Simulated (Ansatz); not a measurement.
The guess for Ge₂Mo₃ was made by a generator: random cell by space group and Wyckoff sites (P4/nmm, No. 129). The dimensions are guesses.

```xyz
10
Lattice="4.8333 0.0000 0.0000 0.0000 4.8333 0.0000 0.0000 0.0000 7.9484" Properties=species:S:1:pos:R:3 pbc="T T T"
Ge    0.0000    0.0000    5.5731
Ge    2.4167    2.4167    5.5731
Ge    2.4167    2.4167    2.3752
Ge    0.0000    0.0000    2.3752
Mo    0.0000    0.0000    0.0000
Mo    2.4167    2.4167    0.0000
Mo    0.0000    0.0000    3.9742
Mo    2.4167    2.4167    3.9742
Mo    2.4167    0.0000    5.2900
Mo    0.0000    2.4167    2.6583
```

The calculation used DFT PBE, scalar-relativistic, plane waves, PAW in Ansatz. Cutoff 420 eV, Gaussian smearing, Γ-centred meshes. Cell and atoms relax first on a coarse mesh and then on a finer one. In between, the cell is made exact in the group found at 0.06 Å. In metals the finer mesh still leaves noise of several meV/atom or more. The steps can't lower the symmetry of their start. No spin polarisation in the relaxation; trial moments died out in a coarse test.

A guess keeps its type if space group and coordination stay and the shape of the cell changes little (axis ratios within about 15 %, angles within 6°); the volume may change.

Q: Does this structure survive the relaxation?

A: It doesn't keep its type. The symmetry stays P4/nmm (No. 129). The volume per atom shrinks by 2.5 %, from 18.6 to 18.1 Å³. The shortest distance goes from 1.60 Å (Ge–Mo) to 2.62 Å (Ge–Ge and Mo–Mo). The ratio c/a of the conventional cell changes by a factor of 2.17. Counting neighbours within 15 % of an atom's shortest distance, the start has Ge 1, Mo 2/8 and the end Ge 7, Mo 6/8. In detail, at the end Ge is surrounded by 4 Ge at 2.62 Å and 3 Mo at 2.64–2.66 Å; Mo on a site of symmetry -4m2 is surrounded by 4 Mo at 2.62 Å and 2 Ge at 2.64 Å; Mo on a second site of symmetry -4m2 has 8 Mo at 2.62–2.76 Å; 1 more site not described.

```cif
data_structure
_symmetry_space_group_name_H-M 'P4/nmm:1'
_symmetry_Int_Tables_number 129
_cell_length_a 3.7003
_cell_length_b 3.7003
_cell_length_c 13.2246
_cell_angle_alpha 90.000
_cell_angle_beta 90.000
_cell_angle_gamma 90.000
_cell_volume 181.07
loop_
_atom_site_label
_atom_site_type_symbol
_atom_site_symmetry_multiplicity
_atom_site_Wyckoff_symbol
_atom_site_fract_x
_atom_site_fract_y
_atom_site_fract_z
_atom_site_occupancy
Ge1 Ge 4 f 0.00000 0.00000 0.80022 1
Mo1 Mo 2 a 0.00000 0.00000 0.00000 1
Mo2 Mo 2 b 0.00000 0.00000 0.50000 1
Mo3 Mo 2 c 0.50000 0.00000 0.65530 1
```

Formation energies are uncorrected and refer to the elements' standard structures at the same level.

Q: At what energy does it end?

A: +0.67 eV/atom. It can't be a ground state, since the elements alone are lower.

The last run used a 10×10×4 mesh (in the run's order of axes) for its 10-atom cell and Gaussian smearing of 0.10 eV. Symmetry constrained the relaxation, so the result can be a saddle point.

In counts of neighbours, a slash parts the counts of unlike sites.
